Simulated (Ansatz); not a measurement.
Al2Cu:
Space group I4/mcm (No. 140); a = b = 5.9952 Å, c = 4.8259 Å, α = β = γ = 90.00°

```
atom  site  symmetry       x       y       z
----  ----  --------  ------  ------  ------
Al      8h      m.2m  0.1593  0.3407  0.0000
Cu      4a       422  0.0000  0.0000  0.2500
```
(The calculation used a cell of 6 atoms; values per cell refer to that cell.)

Relaxed at zero pressure with plane-wave PAW PBEsol (Ansatz code).

Q: The volume is raised by 9 % and shape and atoms relax at that volume. What pressure results, and how do the axes share the change?

A: -7.7 GPa; a 2.8 %, b 2.8 %, c 3.2 %; the energy rises by 34 meV/atom.

Q: Give the new structure.

A: 
Space group I4/mcm (No. 140); a = 6.162 Å, b = 6.162 Å, c = 4.979 Å, α = 90.00°, β = 90.00°, γ = 90.00°

```csv
atom,site,symmetry,x,y,z
Al,8h,m.2m,0.1604,0.3396,0.0000
Cu,4a,422,0.0000,0.0000,0.2500
```

The phase is kept; no other phase was compared at this pressure.

The PBEsol relaxation kept the symmetry of its start. No spin polarisation was allowed. Axis ratios of metals converge slowly with the k-mesh, so a and c are less sure than the volume.

Potentials: the later of the program's two PAW sets.
